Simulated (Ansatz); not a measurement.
What moves the field gradients of CsBC₄N₄?

Cell of run 1: a measured structure from the Crystallography Open Database (COD).

Space group I4_1/a:1 (No. 88); a = 7.3000, c = 15.3400 Å.

```csv
site,Wyckoff,site symmetry,x,y,z
Cs,4a,-4..,0.0000,0.5000,0.2500
B,4b,-4..,0.5000,0.0000,0.2500
C,16f,1,0.6441,0.1042,0.1910
N,16f,1,0.7481,0.1803,0.1505
```

One atom of each set is listed; the run and its k-mesh use a cell of 20 atoms with edges of 9.25, 9.25, 9.25 Å.

Relaxed positions (PBE, cell held):

Cs (0.0000, 0.5000, 0.2500)
B (0.5000, 0.0000, 0.2500)
C (0.6442, 0.1054, 0.1913)
N (0.7513, 0.1845, 0.1498)

All runs are DFT with Ansatz 0.2.0 (plane waves and PAW, scalar-relativistic unless spin–orbit coupling is named, Γ-centred meshes, Fermi–Dirac smearing where given) in this cell.

Run 1: PBE, atoms as given; 420 eV, 6×6×6 k-points, smearing 0.05 eV.
Run 2: PBE, atoms relaxed; 420 eV, 6×6×6 k-points, smearing 0.05 eV.
Run 3: r2SCAN, at the relaxed atoms; 500 eV, 6×6×6 k-points, smearing 0.05 eV.
Run 4: PBE with spin–orbit coupling, at the relaxed atoms; 420 eV, 6×6×6 k-points, smearing 0.05 eV.

Task: What does each run give, and what moves the gradients most?

Result: 

```
run   Cs V_zz (η)    C V_zz (η)    N V_zz (η)
  1  -2.74 (0.00)  -4.56 (0.03)  -9.12 (0.01)
  2  -2.59 (0.00)  -4.45 (0.03)  -8.39 (0.01)
  3  -2.75 (0.00)  -4.81 (0.02)  -8.64 (0.02)
  4  -2.60 (0.00)  -4.44 (0.03)  -8.39 (0.01)
```

V_zz in 10²¹ V/m²; 3 of the 4 sets of like atoms are followed. Against run 1, the gradient tensors on these sites move by at most 0.74 in run 2 (N), 0.49 in run 3 (N), 0.74 in run 4 (N). Taken one at a time, the positions of the atoms (as given or relaxed) move the tensors on these sites by up to 0.74 (largest principal value of the change, on N), the functional (r2SCAN with its higher cutoff) by 0.37 (C), spin–orbit coupling by 0.00.

The database entry as given showed forces above 3 eV/Å or a pressure above 30 GPa, though relaxing it moves no atom far. In runs 1, 3 the atoms aren't at the calculated equilibrium (largest force 4.3, 0.93 eV/Å). The cell isn't the equilibrium one in run 1 (calculated pressure 6 GPa), and the entry's cell may itself be off.
